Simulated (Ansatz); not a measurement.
Y3Ga7Cu4:
```
Y3Ga7Cu4
1.0
    7.73160     2.07019     0.00000
   -7.73160     2.07019     0.00000
   -5.68869     0.00000     7.47769
Y Ga Cu
3 7 4
Direct
  0.30812   0.69188   0.29847
  0.69188   0.30812   0.70153
  0.00000   0.00000   0.00000
  0.86137   0.13863   0.58256
  0.13863   0.86137   0.41744
  0.13680   0.86320   0.86526
  0.86320   0.13680   0.13474
  0.00000   0.00000   0.50000
  0.34176   0.65824   0.72322
  0.65824   0.34176   0.27678
  0.49588   0.50412   0.70080
  0.50412   0.49588   0.29920
  0.66014   0.33986   0.01916
  0.33986   0.66014   0.98084
```

Relaxed with r²SCAN. Special points in fractions of this cell's reciprocal vectors: Γ (0.000, 0.000, 0.000); C (0.278, 0.278, 0.000); C2 (-0.278, 0.722, 0.000); Y2 (-0.500, 0.500, 0.000); M2 (-0.500, 0.500, 0.500); D (-0.250, 0.750, 0.500); D2 (0.250, 0.250, 0.500); A (0.000, 0.000, 0.500); L2 (0.000, 0.500, 0.500); V2 (0.000, 0.500, 0.000).

Q: List the band energies nearest the Fermi level at these points for the program Ansatz at the r²SCAN level (PAW).

A: In eV from the Fermi level; about four levels below and three above (degenerate sets whole), none deeper than 8.9 eV; points with the same levels are listed once.

```csv
k,below,above
Γ,-0.94 -0.56 -0.31 0.00,0.06 0.17 0.62
C,-1.12 -0.94 -0.83 -0.18,0.17 0.51 1.72
Y2,-0.89 -0.46 -0.35 -0.11,0.16 0.54 1.06
M2,-0.96 -0.57 -0.35 -0.24,0.25 0.52 0.99
D,-1.66 -1.03 -0.67 -0.46,0.48 1.27 1.48
A,-1.02 -0.62 -0.46 -0.39,0.03 0.20 0.97
L2,-1.75 -1.70 -1.67 -1.01,0.05 0.71 1.06
V2,-0.94 -0.65 -0.35 -0.10,0.28 0.84 2.35
```

Space group C2/m. The first step of the workflow began from a Materials Project structure, measured or hypothetical; the Crystallography Open Database copy checked does not list it. Whether it is the stable phase at ambient conditions was not checked. The r²SCAN relaxation kept the symmetry of its start; its stability against distortions is not shown here. No spin polarisation was allowed. Spin–orbit coupling is left out wherever it is not named.

Potentials: the later of the program's two PAW sets.
